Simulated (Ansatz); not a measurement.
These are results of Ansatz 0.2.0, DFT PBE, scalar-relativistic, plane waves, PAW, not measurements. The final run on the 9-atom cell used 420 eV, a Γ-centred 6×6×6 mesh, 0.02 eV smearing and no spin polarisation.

Energies over the elements count from the elements' standard structures at the same level (F₂ as a molecule), with no fitted energy shifts.

Question: Find a candidate cubic wide-gap insulator made of Be, Cd and F, with a gap near 3.3 eV, a formation energy near −2.59 eV/atom and a density near 4.57 g/cm³, in a cell of 9 atoms.

Answer: Be2CdF6, space group Fm-3m (No. 225). Be has 6 F at 1.77 Å; around Cd lie 12 F at 2.50 Å; F has 2 Be at 1.77 Å, 2 Cd at 2.50 Å and 8 F at 2.50 Å.

```cif
data_structure
_symmetry_space_group_name_H-M 'P 1'
_symmetry_Int_Tables_number 1
_cell_length_a 5.0064
_cell_length_b 5.0064
_cell_length_c 5.0064
_cell_angle_alpha 60.000
_cell_angle_beta 60.000
_cell_angle_gamma 60.000
_cell_volume 88.73
loop_
_atom_site_label
_atom_site_type_symbol
_atom_site_fract_x
_atom_site_fract_y
_atom_site_fract_z
_atom_site_occupancy
Be1 Be 0.75000 0.75000 0.75000 1
Be2 Be 0.25000 0.25000 0.25000 1
Cd1 Cd 0.00000 0.00000 0.00000 1
F1 F 0.50000 0.00000 0.00000 1
F2 F 0.00000 0.50000 0.50000 1
F3 F 0.00000 0.50000 0.00000 1
F4 F 0.50000 0.00000 0.50000 1
F5 F 0.00000 0.00000 0.50000 1
F6 F 0.50000 0.50000 0.00000 1
```

| Item | Value |
| --- | --- |
| Volume per atom | 9.86 Å³ |
| Density | 4.57 g/cm³ |
| Energy over the elements | −2.586 eV/atom |
| Gap on the 6×6×6 mesh of the 9-atom cell | 3.26 eV |

It was reached by relaxing an invented guess, and it needn't be the stable form of this composition. Other answers may fit too; this one was computed.

Kohn–Sham gaps at this level usually fall short of measured ones. A structure relaxed within its symmetry needn't be a true minimum.
